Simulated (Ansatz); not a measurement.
Input:

Al$_{3}$Ni$_{2}$:
```
Al3Ni2
1.0
    4.00845     0.00000     0.00000
   -2.00422     3.47142     0.00000
    0.00000     0.00000     4.85775
Al Ni
3 2
Cartesian
  0.00000   0.00000   0.00000
  0.00000   2.31428   3.14924
  2.00422   1.15714   1.70851
  0.00000   2.31428   0.71025
  2.00422   1.15714   4.14750
```

This is the r²SCAN-relaxed structure.

Question: All from DFT-r²SCAN in the program Ansatz with PAW potentials, unless another level is named. Give the highest zone-centre frequency.

Answer: 389 cm⁻¹.

Question: Predict the bulk modulus (Birch–Murnaghan fit).

Answer: 145 GPa.

Space group P-3m1 (La2O3 or Ni2Al3 type). The workflow started from a Materials Project entry (that database holds measured and hypothetical structures alike); the Crystallography Open Database copy checked does not list it. Whether it is the stable phase at ambient conditions was not checked. The cell was relaxed with r²SCAN under the symmetry of its start; of distortions, only those at the zone centre were tested. The run is not spin-polarised. As this level gives no gap, phonon frequencies hold no LO–TO term and depend on the k-mesh and smearing (Fermi–Dirac, 0.1 eV here).

Potentials: the later of the program's two PAW sets.
